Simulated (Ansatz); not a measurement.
Trial structure of FeAuC₄N₄, not yet relaxed:

```xyz
10
Lattice="5.9069 0.0000 0.0000 0.0000 5.9069 0.0000 0.0000 0.0000 5.9069" Properties=species:S:1:pos:R:3 pbc="T T T"
Fe    0.0000    0.0000    0.0000
C     1.1189    1.1189    1.1189
C     1.1189    4.7880    4.7880
C     4.7880    1.1189    4.7880
C     4.7880    4.7880    1.1189
Au    2.9534    2.9534    2.9534
N     1.7944    1.7944    1.7944
N     1.7944    4.1125    4.1125
N     4.1125    1.7944    4.1125
N     4.1125    4.1125    1.7944
```

Level of theory: Ansatz 0.2.0, DFT PBE, scalar-relativistic, plane waves, PAW. Plane waves to 420 eV, a k mesh through Γ of 4×4×4 on the computed 10-atom cell and Gaussian smearing (0.10 eV); collinear spin from starting moments 4.0 0.0 0.0 0.0 0.0 0.0 0.0 0.0 0.0 0.0 μB.

Energies over the elements count from the elements' standard structures at the same level (N₂ as a molecule), with no fitted energy shifts.

Task: How far from equilibrium is it?

Result: The pressure is 4.9 GPa (it wants to expand), the largest force is 1.38 eV/Å, and the energy is +0.80 eV/atom against the elements. The shortest distance is 1.17 Å.

Task: Is it a good guess?

Result: A fair one: relaxing gains about 0.05 eV/atom in 12 ionic steps and ends at +0.755 eV/atom on the finer mesh. The symmetry stays P-43m (No. 215). The volume per atom grows by 11.6 %, from 20.6 to 23.0 Å³. The shortest distance stays 1.17 Å (C–N). Conventional cell: a = 6.127 Å. Around Fe lie 4 C at 1.98 Å; C is surrounded by 1 N at 1.17 Å and 1 Fe at 1.98 Å; Au has 4 N at 2.16 Å; N is surrounded by 1 C at 1.17 Å and 1 Au at 2.16 Å.

The last run used collinear spin, a 6×6×6 mesh for its 10-atom cell and Gaussian smearing of 0.01 eV. These runs have no spin–orbit coupling, which can matter for Au. The reference form of C is held partly by dispersion forces, which this level lacks. Another magnetic order may lie lower. The relaxation can't lower the symmetry of the start, and the grade says only how near the guess is to its own end. Symmetry constrained the relaxation, so the result can be a saddle point.
